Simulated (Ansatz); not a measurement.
This run works on a proposed trial structure, not on a known crystal.

Input and command of a plane-wave DFT calculation in Ansatz:

```yaml
crystal:
  lattice:
    - [3.170168454, 0.0, 0.0]
    - [-1.585084227, 2.7454464155, 0.0]
    - [0.0, 0.0, 15.3016177263]
  atoms:
    - { symbol: Hf, position: [0.0, 0.0, 0.6731692213] }
    - { symbol: Hf, position: [0.0, 0.0, 0.3268307787] }
    - { symbol: Si, position: [0.0, 0.0, 0.0] }
    - { symbol: O, position: [0.3333333333, 0.6666666667, 0.6090783884] }
    - { symbol: O, position: [0.6666666667, 0.3333333333, 0.3909216116] }
    - { symbol: O, position: [0.6666666667, 0.3333333333, 0.737258475] }
    - { symbol: O, position: [0.3333333333, 0.6666666667, 0.262741525] }
basis:
  ecutwfc: 420
kpoints:
  mp_grid: { grid: [12, 12, 2] }
hamiltonian:
  xc: pbe
scf:
  occupations: { method: gaussian, width: 0.1 }
output:
  forces: true
  stress: true
  eigenvalues: true
relax:
  adjacent_minimum: "off"
  f_tol: 0.01
  max_steps: 30
  cell: { stress_tol: 0.1, fix: [volume] }
```

```bash
ansatz run input.yaml --threads 1 --pin off --max-ram 2560MiB --backend cpu --events-out ev --progress --plain --runs-dir out
```

Processor: Intel(R) Xeon(R) Processor @ 2.50GHz (Skylake/Cascade Lake), 1 thread, on a host shared with other jobs.

**Question.** Estimate time, memory and problem size.

**Answer.** About 110 s, peak memory 0.54 GiB. It solves 48 bands at 38 k points (after reduction by symmetry) with about 2631 plane waves, in 30 SCF iterations over 4 ionic steps.
